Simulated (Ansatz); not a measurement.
**Si2W: random displacements**

The calculation used DFT PBEsol, scalar-relativistic, plane waves, PAW (Ansatz). The runs took a 420 eV cutoff, a Γ-centred 12×12×6 mesh and Gaussian smearing (0.15 eV). Spin–orbit coupling is left out, which can shift energies with elements as heavy as these. No spin polarisation. Energies are free energies at this smearing, counted from the undisturbed cell; pressure is positive in compression.

The starting cell (relaxed at this level; this form isn't the usual structure):

```
CELL_PARAMETERS angstrom
4.57609 0.00000 0.00000
-2.28804 3.96301 0.00000
0.00000 0.00000 6.60331
ATOMIC_POSITIONS crystal
Si 0.83618 0.67236 0.50000
Si 0.16382 0.83618 0.83333
Si 0.67236 0.83618 0.16667
Si 0.16382 0.32764 0.50000
Si 0.83618 0.16382 0.83333
Si 0.32764 0.16382 0.16667
W 0.00000 0.50000 0.16667
W 0.50000 0.50000 0.83333
W 0.50000 0.00000 0.50000
```

The atoms are displaced (Å, in the unstrained cell):

```csv
atom,ux,uy,uz
Si1,0.146,-0.085,0.257
Si2,0.181,0.245,-0.064
Si3,0.287,0.624,-0.086
Si4,-0.379,-0.321,-0.040
Si5,0.663,-0.344,0.488
Si6,-0.354,-0.173,-0.151
W7,-0.317,-0.283,-0.069
W8,0.197,0.125,-0.623
W9,-0.423,0.212,0.286
```

Strain (Voigt, engineering shear): (-0.0104, 0.0089, 0.0036, -0.0457, -0.0219, -0.0251).

Problem. What are the energy change, the stress and the forces?

Solution. ΔE = 3378.2 meV/atom; stress (xx, yy, zz, yz, xz, xy; compression positive) (110.56, 73.02, 105.49, -12.29, -44.43, 10.54) GPa.
| atom | Fx (eV/Å) | Fy | Fz |
| --- | --- | --- | --- |
| Si1 | 11.06 | 5.34 | -17.25 |
| Si2 | 3.64 | -5.82 | 5.30 |
| Si3 | -20.29 | -28.28 | 17.04 |
| Si4 | 0.08 | 1.52 | -0.09 |
| Si5 | -5.15 | 6.23 | -19.49 |
| Si6 | 26.72 | 8.20 | 4.28 |
| W7 | -7.16 | 18.09 | 0.79 |
| W8 | -16.09 | -4.26 | 20.67 |
| W9 | 7.20 | -1.02 | -11.25 |

Cost: 1 run of about 3 core-minutes, on Intel Xeon Platinum 8175M (Skylake/Cascade Lake) (shared hosts).